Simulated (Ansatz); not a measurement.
La₂O₃ (A-La2O3 type, space group P-3m1)

```
La2O3
1.0
    3.94042     0.00000     0.00000
   -1.97021     3.41251     0.00000
    0.00000     0.00000     6.18831
La O
2 3
Cartesian
  0.00000   2.27500   1.53087
  1.97021   1.13750   4.65743
  0.00000   0.00000   0.00000
  0.00000   2.27500   3.99328
  1.97021   1.13750   2.19503
```

In each cell atom 1 (La, nearest neighbour O at 2.370 Å; its periodic images, 3.9 Å or more away, move with it) moves by s·(0.000, 0.000, 1.000) (along Cartesian z), the rest being held.

Method: PBE (plane waves to 420 eV, PAW, scalar-relativistic; Ansatz, a program for electronic structure). k mesh 8×8×5 (Γ-centred), Fermi-Dirac smearing 0.05 eV. Left out: 1 of 11 points, with atoms too close for the PAW data. F∥ is the force on the atom along that direction. La2O3 is run without spin polarisation. La2O3 was relaxed with its symmetry unable to fall. The PAW data are Ansatz's earlier set. 

```
s (Å)   F∥ (eV/Å)
------  ---------
-0.470      4.084
-0.376      3.426
-0.282      2.713
-0.188      1.920
-0.094      1.024
0.000      -0.001
0.094      -1.190
0.188      -2.596
0.282      -4.296
0.376      -6.396
```

Problem. What is the force constant k = d²E/ds² of this move at s = 0?

Solution. 11.7 eV/Å². The forces along the line at the two nearest points give (1.024 − (-1.190)) / (2·0.094) = 11.78 eV/Å²; the next pair corrects for the finite step.

(A displaced cell: forces are minus the slopes of the energy, force constants its curvatures, and phonons follow from these.)
